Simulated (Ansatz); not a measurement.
**Elastic constants of VMo (Cmmm), step by step**

```
V Mo
1.0
     1.52596   -2.19653    0.00000
     1.52596    2.19653    0.00000
     0.00000    0.00000    4.21111
V Mo
1 1
Direct
  0.50000 0.50000 0.50000
  0.00000 0.00000 0.00000
```

Unless marked otherwise, the numbers come from PBEsol, PAW on Ansatz 0.2.0's default frozen-core files (fitted under PBE), scalar-relativistic. k mesh 18×18×12, Fermi-Dirac smearing of 0.100 eV, cutoff 420 eV. The cell was relaxed by PAW under this functional. This phase needn't be the one found at ambient conditions.

The cell is orthorhombic and carries a residual pressure of 0.00 GPa at this level. Each strain component that symmetry leaves independent is applied at ±0.005, the ions relax wherever a strain frees them, and the stress (tension positive, GPa) is read. Shears are engineering strains, γ = 2ε.

```csv
strain,size,σxx,σyy,σzz,σyz,σxz,σxy
xx,-0.005,-2.0756,-0.8132,-0.7869,0.0000,0.0000,0.0000
xx,+0.005,2.0008,0.8001,0.7618,0.0000,0.0000,0.0000
yy,-0.005,-0.8229,-1.7065,-1.0833,0.0000,0.0000,0.0000
yy,+0.005,0.7901,1.6827,1.0381,0.0000,0.0000,0.0000
zz,-0.005,-0.7890,-1.0690,-1.7762,0.0000,0.0000,0.0000
zz,+0.005,0.7599,1.0524,1.7161,0.0000,0.0000,0.0000
yz,-0.005,-0.0010,-0.0035,-0.0073,-0.6133,0.0000,0.0000
yz,+0.005,-0.0010,-0.0035,-0.0073,0.6133,0.0000,0.0000
xz,-0.005,-0.0049,0.0055,-0.0127,0.0000,-0.3647,0.0000
xz,+0.005,-0.0049,0.0055,-0.0127,0.0000,0.3647,0.0000
xy,-0.005,-0.0060,-0.0032,-0.0023,0.0000,0.0000,-0.2478
xy,+0.005,-0.0060,-0.0032,-0.0023,0.0000,0.0000,0.2478
```

A central difference gives one constant, for example C11 ≈ (2.0008 − (-2.0756))/(0.01) = 407.6 GPa; the program then imposes the crystal's symmetry on the whole matrix.

(1) What are the independent elastic constants?

(2) Is the crystal stable against homogeneous strain?

(3) What moduli does a random aggregate of grains have?

(4) With the density of 8.641 g/cm³, how fast does sound travel, and what Debye temperature follows?

## Answers

(1) C11 = 407.6, C12 = 161.3, C13 = 154.9, C22 = 338.9, C23 = 212.1, C33 = 349.2, C44 = 122.7, C55 = 72.9, C66 = 49.6 GPa.

(2) The least eigenvalue of the 6×6 matrix is 49.6 GPa, so yes.

(3) Voigt and Reuss bounds: B from 239.1 to 239.2 and G from 76.5 to 86.9 GPa; their means are B = 239.1 and G = 81.7 GPa. Then E = 9BG/(3B + G) = 220.0 GPa, ν = (3B − 2G)/(6B + 2G) = 0.347 and B/G = 2.93, on the ductile side of Pugh's 1.75 (a rule of thumb).

(4) 

```json
{"direction": "x", "slow (m/s)": "2395", "middle (m/s)": "2905", "fast (m/s)": "6869"}
{"direction": "y", "slow (m/s)": "2395", "middle (m/s)": "3768", "fast (m/s)": "6263"}
{"direction": "z", "slow (m/s)": "2905", "middle (m/s)": "3768", "fast (m/s)": "6357"}
```

The mean of v⁻³ over directions and branches gives v_m = 3423 m/s and θ_D = (ħ/k_B) v_m (6π²n)^(1/3) = 422 K, n being atoms per volume. Young's modulus spans 149 to 317 GPa over directions, and the universal anisotropy index is 0.68.

Keep in mind: frozen-core PAW files fitted under PBE, their cores solved anew for the functional of the run; responses of metals move with mesh and smearing.
